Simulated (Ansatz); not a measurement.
Total density of states per atom from plane-wave PAW PBE (Ansatz code), in 0.25 eV bins, energy from the valence-band maximum:

```csv
E (eV),states/eV/atom
-7.85,0.00
-7.60,0.00
-7.35,0.00
-7.10,0.00
-6.85,0.00
-6.60,0.00
-6.35,0.00
-6.10,0.00
-5.85,0.00
-5.60,0.00
-5.35,0.00
-5.10,0.00
-4.85,0.00
-4.60,0.00
-4.35,0.00
-4.10,0.00
-3.85,0.10
-3.60,0.22
-3.35,0.38
-3.10,0.64
-2.85,0.68
-2.60,0.67
-2.35,0.47
-2.10,1.06
-1.85,1.83
-1.60,2.37
-1.35,1.30
-1.10,0.90
-0.85,0.73
-0.60,0.49
-0.35,0.14
-0.10,0.03
0.15,0.00
0.40,0.01
0.65,0.04
0.90,0.07
1.15,0.10
1.40,0.12
1.65,0.15
1.90,0.18
2.15,0.21
2.40,0.24
2.65,0.27
2.90,0.33
3.15,0.39
3.40,0.40
3.65,0.44
3.90,0.44
4.15,0.40
4.40,0.45
4.65,0.50
4.90,0.55
```

Which of these materials gives this?
(A) N, α-N2
(B) YN, rock salt
(C) Br, molecular I2 type
(D) BAs, zinc blende

B, YN, rock salt. Top 1 eV of the valence band: N 2p 80 %, Y 4d 16 %. Bottom 1 eV of the conduction band: Y 4d 82 %, N 2p 17 %. Projections are on Löwdin-orthogonalised atomic valence shells; empty p or d shells of many metals are not among them.

Space group Fm-3m (rock salt). The PBE relaxation kept the symmetry of its start. No spin polarisation was allowed. The volume moved by 18 % from the start of the relaxation. Scalar-relativistic: spin–orbit coupling is off unless named, which matters more the heavier the elements.

Potentials: the later of the program's two PAW sets.
